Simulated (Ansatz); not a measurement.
# CoSi₃: which magnetic state is lowest?

Method: DFT r2SCAN, scalar-relativistic, plane waves, PAW in Ansatz.

```cif
data_structure
_symmetry_space_group_name_H-M 'P 1'
_symmetry_Int_Tables_number 1
_cell_length_a 4.1696
_cell_length_b 4.1696
_cell_length_c 4.1696
_cell_angle_alpha 60.000
_cell_angle_beta 60.000
_cell_angle_gamma 60.000
_cell_volume 51.26
loop_
_atom_site_label
_atom_site_type_symbol
_atom_site_fract_x
_atom_site_fract_y
_atom_site_fract_z
_atom_site_occupancy
Si1 Si 0.25000 0.25000 0.25000 1
Si2 Si 0.75000 0.75000 0.75000 1
Si3 Si 0.50000 0.50000 0.50000 1
Co1 Co 0.00000 0.00000 0.00000 1
```

```
plane-wave cutoff                               : 500 eV
Γ-centred k-mesh                                : 12×12×12
occupation rule                                 : Gaussian smearing, 0.1 eV
list of starting moments (μB, in atom order)    : 0 0 0 2
check for lower electronic states after the SCF : off
```

All runs keep this geometry, which isn't relaxed for the lowest state (largest force there 0.000 eV/Å, pressure -5.2 GPa) and needn't be a stable compound; relaxing each order can shift differences of a few meV. r2SCAN tends to overstate moments in metals, so a weak moment here may be absent in the real material. Site moments are spin moments in atom-centred spheres that scale with the neighbour distance. The states are those that the runs reached from these starts; a lower one can exist. No antiferromagnetic start is among these.

**Question.** Order the starts by the energy of the state that they reach, lowest first.
A. no spin
B. ferromagnetic

**Answer.** B (0.00 meV/atom), A (13.8 meV/atom).

```
        start ends energy above lowest (meV/atom) site moments (μB) gap on mesh (eV) P (GPa)
      no spin non-magnetic                            13.8     none over 0.05             metal     -5.5
ferromagnetic ferromagnetic                            0.00           Co +0.85             metal     -5.2
```

Cost: 2 runs of about 1.2 core-minutes in all, on Intel Xeon Platinum 8259CL (Skylake/Cascade Lake) (shared hosts).